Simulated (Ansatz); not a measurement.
CrCuO₂ (delafossite type, space group R-3m)

```xyz
4
Lattice="1.5064 0.8697 5.7039 -1.5064 0.8697 5.7039 0.0000 -1.7394 5.7039" Properties=species:S:1:pos:R:3 pbc="T T T"
Cu     0.0000     0.0000     0.0000
Cr     0.0000     0.0000     8.5559
O      0.0000     0.0000     1.8556
O      0.0000     0.0000    15.2562
```

This relaxed cell (volume V₀) is scaled evenly in all directions, its shape held. The atoms relax within the cell's symmetry.

The numbers are results of PBE (plane waves to 420 eV, PAW, scalar-relativistic; Ansatz, an electronic-structure program), not measurements. k mesh 13×13×13 (Γ-centred), Fermi-Dirac smearing 0.05 eV. The energy includes the smearing's −TS. Compression counts positive. With the shape held, the modulus is that of even scaling; a crystal free to change shape is softer. CrCuO2 is run spin-polarised and with no Hubbard U. CrCuO2 was relaxed with its symmetry unable to fall. Relaxed CrCuO2 ends ferromagnetic. Other magnetic orders were not checked, so this need not be the ground state. The zero of ΔE is the relaxed starting cell.

```json
[
 {"V (Å³/atom)": "10.536", "ΔE (meV/atom)": "23.9"},
 {"V (Å³/atom)": "10.704", "ΔE (meV/atom)": "13.1"},
 {"V (Å³/atom)": "10.872", "ΔE (meV/atom)": "5.6"},
 {"V (Å³/atom)": "11.041", "ΔE (meV/atom)": "1.4"},
 {"V (Å³/atom)": "11.209", "ΔE (meV/atom)": "0.0"},
 {"V (Å³/atom)": "11.377", "ΔE (meV/atom)": "1.3"},
 {"V (Å³/atom)": "11.545", "ΔE (meV/atom)": "withheld"},
 {"V (Å³/atom)": "11.713", "ΔE (meV/atom)": "11.0"},
 {"V (Å³/atom)": "11.881", "ΔE (meV/atom)": "19.1"}
]
```

Task: Fit a third-order Birch-Murnaghan form (E₀, V₀, B₀, B₀′ free) to the given rows and predict ΔE at V = 11.545.

Result: Least squares on the 8 given rows: ΔE = E₀ + (9V₀B₀/16)·y²·[2 + (B₀′ − 4)y], y = (V₀/V)^(2/3) − 1, with V₀ = 11.209 Å³/atom, B₀ = 169.1 GPa (160.2 GPa = 1 eV/Å³; the term in eV is multiplied by 1000), B₀′ = 4.54, E₀ = 0.00 meV/atom; root-mean-square residual 0.03 meV/atom. At 11.545 the fit gives 5.0 meV/atom; the calculation gives 5.1 meV/atom, so the interpolation is off by -0.1 (-2.0 %). For the pressure the fit gives -4.7 GPa against the computed -4.7 GPa.

(Under strain, the slope of the energy per volume gives the stress and its curvature an elastic modulus.)
